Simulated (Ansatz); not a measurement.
A plane-wave DFT run in Ansatz 0.2.0 (scalar-relativistic PAW potentials unless the input names others): input and command.

```yaml
crystal:
  lattice:
    - [12.23845525, 0.0, 0.0]
    - [0.0, 2.23343126, 0.0]
    - [0.0, 0.0, 7.1930008]
  atoms:
    - { symbol: Ir, position: [0.25, 0.0, 0.1639884], spin: 1.04 }
    - { symbol: Ir, position: [0.75, 0.0, 0.8360116], spin: 1.04 }
basis:
  ecutwfc: 420
kpoints:
  mp_grid: { grid: [2, 11, 4] }
hamiltonian:
  xc: pbesol
scf:
  occupations: { method: gaussian, width: 0.15 }
output:
  forces: true
  eigenvalues: true
  stress: true
magnetization:
  spin_polarized: true
```

```bash
ansatz run input.yaml --threads 1 --pin off --max-ram 2560MiB --backend cpu --events-out ev --progress --plain --runs-dir out
```

Abridged log:
```
Basis set: ecut = 420 eV, 3859 PW (Γ), exchange–correlation on 180×30×100 points (8 copies of the dense FFT grid, shifted against one another)
Bands: 23, of which v1, the nominal top of the filled ones, is band 17 counted from 1 (16 counted from 0)
Symmetry: 8 space group operations
k-points: 36 of 88
SCF iter   1: F=—  HF=-23588.384418 eV  |F-HF|=—  |Δ(HF+E_count)|=         —  Δρ=1.49e-2 (↑1.49e-2 ↓1.05e-2) dr2=3.62e-1  dr2_m=1.69e-1  M=1.576 μB ∫|m|=1.579 μB  β_m=0.30  ethr=1.06e-3  ⟨swp⟩=1.0  Hψ=9606  notcnv=0
Mixer restart at iter 1: flushing history
spin=Collinear: Resta preconditioning applied to the charge; magnetization (m = ρ↑ − ρ↓) channel mixes plain (no charge-response kernel on spin).
SCF iter   2: F=—  HF=-23588.882721 eV  |F-HF|=—  |Δ(HF+E_count)|=   4.98e-1  Δρ=1.04e-2 (↑1.04e-2 ↓7.65e-3) dr2=2.32e-1  dr2_m=8.08e-2  M=1.610 μB ∫|m|=1.614 μB  β_m=0.65  ethr=1.06e-3  ⟨swp⟩=1.0  Hψ=1656  notcnv=0
SCF iter   3: F=—  HF=-23589.427272 eV  |F-HF|=—  |Δ(HF+E_count)|=   5.45e-1  Δρ=2.94e-3 (↑2.94e-3 ↓2.48e-3) dr2=7.92e-3  dr2_m=1.21e-2  M=1.393 μB ∫|m|=1.406 μB  β_m=0.62  ethr=6.83e-4  ⟨swp⟩=2.2  Hψ=2736  notcnv=0
SCF iter   4: F=—  HF=-23589.431069 eV  |F-HF|=—  |Δ(HF+E_count)|=   3.80e-3  Δρ=1.97e-3 (↑1.97e-3 ↓1.72e-3) dr2=3.80e-3  dr2_m=5.57e-3  M=1.344 μB ∫|m|=1.358 μB  β_m=0.81  ethr=2.33e-5  ⟨swp⟩=1.2  Hψ=2267  notcnv=0
SCF iter   5: F=—  HF=-23589.437936 eV  |F-HF|=—  |Δ(HF+E_count)|=   6.87e-3  Δρ=2.32e-4 (↑2.32e-4 ↓1.91e-4) dr2=1.04e-4  dr2_m=5.52e-5  M=1.227 μB ∫|m|=1.243 μB  β_m=0.86  ethr=1.12e-5  ⟨swp⟩=2.0  Hψ=2652  notcnv=0
SCF iter   6: F=—  HF=-23589.438163 eV  |F-HF|=—  |Δ(HF+E_count)|=   2.27e-4  Δρ=2.15e-4 (↑1.57e-4 ↓2.15e-4) dr2=3.64e-5  dr2_m=4.90e-5  M=1.204 μB ∫|m|=1.221 μB  β_m=0.82  ethr=3.04e-7  ⟨swp⟩=2.2  Hψ=2722  notcnv=0
SCF iter   7: F=—  HF=-23589.438336 eV  |F-HF|=—  |Δ(HF+E_count)|=   1.73e-4  Δρ=1.21e-4 (↑9.47e-5 ↓1.21e-4) dr2=5.89e-6  dr2_m=1.73e-5  M=1.190 μB ∫|m|=1.207 μB  β_m=0.91  ethr=1.07e-7  ⟨swp⟩=2.0  Hψ=2772  notcnv=0
SCF iter   8: F=—  HF=-23589.438374 eV  |F-HF|=—  |Δ(HF+E_count)|=   3.80e-5  Δρ=3.48e-5 (↑3.47e-5 ↓3.48e-5) dr2=5.40e-7  dr2_m=2.10e-6  M=1.176 μB ∫|m|=1.193 μB  β_m=0.96  ethr=1.73e-8  ⟨swp⟩=2.5  Hψ=3069  notcnv=0
SCF iter   9: F=—  HF=-23589.438375 eV  |F-HF|=—  |Δ(HF+E_count)|=   2.97e-7  Δρ=2.78e-5 (↑2.55e-5 ↓2.78e-5) dr2=2.20e-7  dr2_m=1.18e-6  M=1.176 μB ∫|m|=1.193 μB  β_m=0.98  ethr=1.59e-9  ⟨swp⟩=2.0  Hψ=2280  notcnv=0
SCF iter  10: F=—  HF=-23589.438376 eV  |F-HF|=—  |Δ(HF+E_count)|=   1.22e-6  Δρ=3.38e-6 (↑2.44e-6 ↓3.38e-6) dr2=6.54e-8  dr2_m=1.01e-8  M=1.172 μB ∫|m|=1.189 μB  β_m=0.83  ethr=6.48e-10  ⟨swp⟩=2.6  Hψ=3148  notcnv=0
SCF iter  11: F=—  HF=-23589.438376 eV  |F-HF|=—  |Δ(HF+E_count)|=   3.94e-9  Δρ=9.15e-7 (↑9.15e-7 ↓5.89e-7) dr2=1.01e-9  dr2_m=6.51e-10  M=1.172 μB ∫|m|=1.189 μB  β_m=0.86  ethr=1.92e-10  ⟨swp⟩=2.2  Hψ=2420  notcnv=0
SCF iter  12: F=-23589.438376 eV  HF=-23589.438376 eV  |F-HF|=0.00e0  |Δ(HF+E_count)|=   3.22e-9  Δρ=4.12e-7 (↑2.41e-7 ↓4.12e-7) dr2=2.25e-10  dr2_m=1.32e-10  M=1.172 μB ∫|m|=1.189 μB  ethr=2.98e-12  ⟨swp⟩=2.9  Hψ=5666  notcnv=0
SCF 1 converged in 12 iterations: F = -23589.438376 eV  dr2 = 2.25e-10
SCF converged after 12 iterations
Magnetization: 1.1720 μB (17.5860 up, 16.4140 down)
Absolute magnetization: 1.1890 μB (∫|ρ↑−ρ↓|, with the PAW one-centre terms)
Spin contamination: 0.0008 ħ² per cell (⟨S²⟩ above its minimum at these occupations)
Per-site moments (μB) at R_I (Å): [(0.42207984, 0.92129039), (0.42207984, 0.92129039)]
Free energy (F): -23589.438376 eV
Harris-Foulkes:  -23589.438376 eV  (|F-HF|=0.00e0)
Internal energy: -23589.389188 eV  (E = F + TS)
E sigma→0 (E₀):  -23589.413782 eV
Entropy (-TS):   -0.049188 eV (-24.594 meV/atom)
Fermi energy:    -1.425444 eV
--- Forces (eV/Å), atoms counted from 1 ---
  atom   1  Ir     0.00000000     0.00000000    -0.00073686
  atom   2  Ir     0.00000000     0.00000000     0.00073686
--- Stress (GPa, compression-positive) ---
       -0.013435       0.000000       0.000000
        0.000000       2.783727       0.000000
        0.000000       0.000000      -0.008383
  P = ⅓ Tr σ = 0.9206 GPa (9.206 kbar)
```

Apart from outputs and empty bands, the input differs from a reference run on usual settings in kpoints.mp_grid.grid: [4, 22, 8] → [2, 11, 4]. The reference, at the same geometry (not necessarily relaxed), gave pressure 0.76 GPa, largest force 0.001 eV/Å, no gap on the mesh. This run converged in 12 SCF iterations (reference: 10) with an energy at zero smearing 55.66 meV/atom below the reference's, pressure 0.92 GPa, largest force 0.001 eV/Å, no gap on the mesh. Its k mesh is looser than usual, and the result moved.

Time: 38 s on 1 thread of Intel(R) Xeon(R) Processor @ 2.50GHz (Skylake/Cascade Lake), on a shared host, peak memory 0.59 GiB.